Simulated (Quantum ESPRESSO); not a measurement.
```
BaO
1.0
    3.78085     0.00000     0.00000
   -1.89042     3.27431     0.00000
    0.00000     0.00000     6.59840
O Ba
2 2
Direct
  0.00000   0.00000   0.50000
  0.00000   0.00000   0.00000
  0.33333   0.66667   0.25000
  0.66667   0.33333   0.75000
```

The PBEsol cell relaxed from Materials Project entry mp-1008500 was given an isotropic strain of +1 % on all lattice vectors, and the atoms were relaxed again.

Task: What does norm-conserving PBEsol (Quantum ESPRESSO, 84 Ry, no spin-orbit coupling) give for the electronic structure near the Fermi level?

Result: The PBEsol gap is indirect, 2.45 eV, from Γ to M; the smallest direct gap is 2.47 eV. 

This is not the ordinary phase of the substance; no match was found in the copy of COD used, and its stability was not checked.
